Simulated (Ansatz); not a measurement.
# Phonons of LaAs (CsCl-type structure)

The computed numbers are results of PBEsol, scalar-relativistic (no spin polarisation) in the plane-wave PAW code Ansatz at 420 eV, Gaussian smearing of 0.15 eV; PAW files: Ansatz's generated set soft_2.

```
La As
1.0
     3.68526    0.00000    0.00000
     0.00000    3.68526    0.00000
     0.00000    0.00000    3.68526
La As
1 1
Direct
  0.00000 0.00000 0.00000
  0.50000 0.50000 0.50000
```

The start was a prototype's sites filled with these elements. The Crystallography Open Database lists the compound in space group Fm-3m (rock salt), so this is a trial structure.

Force constants come from finite displacements in a 2×2×2 supercell (the unit cell's 10×10×10 k-mesh, folded to it); the long-range dipole term is not included. Points in reciprocal vectors of this cell: Γ = (0.000, 0.000, 0.000), X = (0.000, 0.500, 0.000), M = (0.500, 0.500, 0.000), R = (0.500, 0.500, 0.500).

Frequencies at the named points (cm⁻¹, imaginary ones negative):
```tsv
point	ω (cm⁻¹)
Γ	0 0 0 93 93 93
X	-62 -62 106 106 117 168
M	-71 71 92 92 156 156
R	102 102 102 141 141 141
```

(1) Is the structure dynamically stable along this path, and where does the spectrum end?

Answer:

(1) No: a branch is imaginary, down to 71i cm⁻¹ at M. The highest frequency is 168 cm⁻¹, at X. Points that don't fit the supercell are interpolated.

The crystal is a metal or nearly so; low and unstable modes depend on mesh and smearing.

Cost: 58 s on 4 threads of Intel(R) Xeon(R) Platinum 8259CL CPU @ 2.50GHz (Skylake/Cascade Lake), with other jobs on the host, peak memory 1.8 GiB.

Spin–orbit coupling, which matters for such heavy elements, is left out.
